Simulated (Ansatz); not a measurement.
This cell of SiC (zinc blende) is off equilibrium:

```xyz
4
Lattice="0.0000 4.3798 4.3798 2.1899 0.0000 2.1899 2.1899 2.1899 0.0000" Properties=species:S:1:pos:R:3 pbc="T T T"
C      3.2848     3.2848     3.2848
C      3.2848     5.4747     5.4747
Si    -0.5700     0.0000     0.0000
Si     0.0000     2.1899     2.1899
```

Level of theory: PBE (plane waves to 420 eV, PAW, scalar-relativistic; Ansatz, an electronic-structure program). k mesh 5×10×10 (Γ-centred), Fermi-Dirac smearing 0.05 eV. Energies are smeared free energies. Compression counts positive. As the smearing reaches across the gap at some points, energies and forces of such displacements shift with the k mesh and the smearing. SiC was relaxed with its symmetry unable to fall.

Predict the force on every atom, in eV/Å.


```json
[
 {"atom": "C1", "Fx": "-2.845", "Fy": "3.469", "Fz": "3.469"},
 {"atom": "C2", "Fx": "-4.520", "Fy": "-3.216", "Fz": "-3.216"},
 {"atom": "Si3", "Fx": "9.409", "Fy": "-1.999", "Fz": "-1.999"},
 {"atom": "Si4", "Fx": "-2.044", "Fy": "1.746", "Fz": "1.746"}
]
```

Give the stress tensor in GPa and the pressure.


```
    1.7     -0.6     -0.6
   -0.6     25.8     23.9
   -0.6     23.9     25.8
```
The pressure, a third of the trace, is 17.7 GPa.

In it atom 3 sits (-0.570, 0.000, 0.000) Å away from its relaxed site. What is its energy relative to the relaxed cell?

3170 meV/cell.

(A displaced cell: forces are minus the slopes of the energy, force constants its curvatures, and phonons follow from these.)
